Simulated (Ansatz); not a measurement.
# Al (Fm-3m), two-dimensional strain map

Theory: DFT PBEsol+D3(BJ), scalar-relativistic, plane waves, PAW in Ansatz. Cutoff 420 eV, Γ-centred 20×20×20 k-points, Gaussian smearing of 0.15 eV. No spin polarisation. Energies are free energies at this smearing, counted from the undisturbed cell; pressure is positive in compression.

Zero of the scan (as given, not relaxed at this level; it stands at -5.0 GPa):

```
Al
1.0
     0.00000    2.02398    2.02398
     2.02398    0.00000    2.02398
     2.02398    2.02398    0.00000
Al
1
Direct
  0.00000 0.00000 0.00000
```

The cell is strained by p along both x and y and by q along z, fractional coordinates fixed. Points are written (p, q).

Energy above the undisturbed cell in meV/atom (a dash: not computed):

| p \ q | -0.030 | -0.015 | 0.000 | 0.015 | 0.030 |
| --- | --- | --- | --- | --- | --- |
| -0.030 | -14.1 | -16.4 | -15.7 | -12.0 | -5.8 |
| -0.015 | -17.0 | -15.7 | -12.1 | -5.9 | 2.8 |
| 0.000 | -11.6 | -6.9 | 0.0 | 8.7 | 19.7 |
| 0.015 | 1.7 | 8.8 | 18.7 | 30.3 | 43.3 |
| 0.030 | 22.1 | 31.3 | 43.2 | 57.3 | 72.8 |

Pressure in GPa:

```
 p \ q  -0.030  -0.015  0.000  0.015  0.030
-0.030     2.6     1.1   -0.2   -1.5   -2.5
-0.015    -0.3    -1.7   -2.9   -4.0   -4.9
 0.000    -2.8    -4.0   -5.0   -6.0   -6.9
 0.015    -4.9    -5.9   -6.8   -7.7   -8.4
 0.030    -6.6    -7.6   -8.4   -9.1   -9.7
```

Cost: 25 runs of about 1.6 core-minutes in all, on Arm Neoverse V1 (shared hosts).